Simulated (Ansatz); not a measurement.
Molecular dynamics on a 2×2×1 supercell (16 atoms) of NaScSe2 (ordering on rocksalt), relaxed with r2SCAN. Forces come from PBEsol in the PAW code Ansatz: Langevin thermostat and barostat (NPT), 100 K, steps of 2 fs. Spin polarisation is off, nuclei are classical, and the run is far too short for thermal averages. The structure comes from a prototype and may be hypothetical.

```yaml
crystal:
  lattice:
    - [8.0092143306, 0.0, 0.0]
    - [0.0, 8.0092143306, 0.0]
    - [0.0, 0.0, 5.4275684665]
  atoms:
    - { symbol: Na, position: [0.0, 0.0, 0.0] }
    - { symbol: Se, position: [0.0, 0.0, 0.5] }
    - { symbol: Sc, position: [0.25, 0.25, 0.5] }
    - { symbol: Se, position: [0.25, 0.25, 0.0] }
    - { symbol: Na, position: [0.0, 0.5, 0.0] }
    - { symbol: Se, position: [0.0, 0.5, 0.5] }
    - { symbol: Sc, position: [0.25, 0.75, 0.5] }
    - { symbol: Se, position: [0.25, 0.75, 0.0] }
    - { symbol: Na, position: [0.5, 0.0, 0.0] }
    - { symbol: Se, position: [0.5, 0.0, 0.5] }
    - { symbol: Sc, position: [0.75, 0.25, 0.5] }
    - { symbol: Se, position: [0.75, 0.25, 0.0] }
    - { symbol: Na, position: [0.5, 0.5, 0.0] }
    - { symbol: Se, position: [0.5, 0.5, 0.5] }
    - { symbol: Sc, position: [0.75, 0.75, 0.5] }
    - { symbol: Se, position: [0.75, 0.75, 0.0] }
kpoints:
  mp_grid: { grid: [2, 2, 2] }
hamiltonian:
  xc: pbesol
scf:
  occupations: { method: fermi_dirac, width: 0.02 }
md:
  ensemble: npt_langevin
  temperature: 100
  timestep: 2.0
  n_steps: 30
  initial_velocities: maxwell_boltzmann
  seed: 6424
```

Command: `ansatz run input.yaml --threads 4 --pin off --max-ram 3686MiB --backend cpu --events-out ev --progress --plain --runs-dir out`. It took 2.1 min on 4 threads of Arm Neoverse V2 (shared host); peak host memory 1.5 GiB.

```
step  t (fs)  T (K)  free energy F from step 0 (meV/atom)  kinetic energy (meV/atom)  pressure (GPa)  volume (Å³/atom)  largest force (eV/Å)
   0       0     94                                   0.0                       12.1           -1.30             21.76                  0.00
   1       2     97                                   0.1                       12.5           -1.30             21.76                  0.04
   2       4     97                                   0.2                       12.6           -1.30             21.76                  0.09
   3       6    103                                   0.4                       13.3           -1.28             21.76                  0.14
   4       8     98                                   0.6                       12.6           -1.24             21.75                  0.18
   5      10     92                                   0.8                       11.9           -1.19             21.73                  0.22
   6      12     80                                   1.0                       10.3           -1.11             21.71                  0.26
   7      14     88                                   1.3                       11.4           -1.00             21.67                  0.29
   8      16     84                                   1.5                       10.8           -0.89             21.63                  0.32
   9      18     76                                   1.7                        9.9           -0.77             21.59                  0.35
  10      20     61                                   2.0                        7.9           -0.65             21.56                  0.37
  11      22     57                                   2.2                        7.3           -0.52             21.51                  0.39
  12      24     60                                   2.5                        7.7           -0.36             21.46                  0.40
  13      26     61                                   2.7                        7.9           -0.20             21.41                  0.40
  14      28     58                                   3.1                        7.5           -0.06             21.37                  0.40
  15      30     63                                   3.5                        8.1            0.09             21.32                  0.40
  16      32     58                                   3.9                        7.5            0.24             21.28                  0.40
  17      34     56                                   4.3                        7.3            0.40             21.23                  0.40
  18      36     63                                   4.8                        8.2            0.55             21.19                  0.39
  19      38     60                                   5.3                        7.8            0.69             21.15                  0.39
  20      40     63                                   5.8                        8.2            0.83             21.11                  0.39
  21      42     69                                   6.3                        8.9            0.95             21.08                  0.40
  22      44     71                                   6.7                        9.2            1.04             21.05                  0.43
  23      46     68                                   7.0                        8.7            1.09             21.04                  0.45
  24      48     66                                   7.3                        8.5            1.12             21.04                  0.47
  25      50     68                                   7.5                        8.8            1.13             21.04                  0.50
  26      52     74                                   7.6                        9.6            1.11             21.05                  0.51
  27      54     82                                   7.7                       10.6            1.06             21.07                  0.52
  28      56     79                                   7.7                       10.2            0.99             21.10                  0.52
  29      58     65                                   7.7                        8.5            0.89             21.13                  0.52
  30      60     68                                   7.6                        8.8            0.78             21.17                  0.53
```

The temperature starts at 94 K, is lowest at step 17 (56 K, 34 fs) and ends at 68 K. The thermostat hasn't had time to restore it. The atoms start on their lattice sites with kinetic energy alone, so much of it first passes into potential energy.

Positions (Å) and forces (eV/Å) at step 30:
```
cell (Å): 7.936 0.000 0.000; 0.000 7.936 0.000; 0.000 0.000 5.378
Na   0.059  -0.036   0.026    -0.136   0.174  -0.365
Se  -0.001  -0.062   2.651     0.172   0.325   0.376
Sc   1.968   1.963   2.723     0.185   0.092  -0.025
Se   1.949   2.002  -0.003     0.112  -0.206  -0.007
Na  -0.083   3.943  -0.017     0.291   0.074   0.091
Se   0.070   3.991   2.693    -0.110  -0.198  -0.119
Sc   1.989   5.927   2.675     0.160  -0.122  -0.025
Se   1.980   6.008  -0.025     0.019  -0.117   0.012
Na   4.040  -0.067   0.027    -0.143   0.195  -0.027
Se   4.035   0.024   2.717    -0.202  -0.012  -0.052
Sc   6.074   2.030   2.544    -0.198   0.072   0.181
Se   5.983   1.946   0.008    -0.265   0.089  -0.170
Na   3.850   3.973   0.002     0.392   0.024  -0.214
Se   3.965   3.957   2.653     0.130   0.010   0.232
Sc   5.915   6.067   2.655    -0.120  -0.199   0.027
Se   6.036   5.947  -0.042    -0.287  -0.200   0.085
```
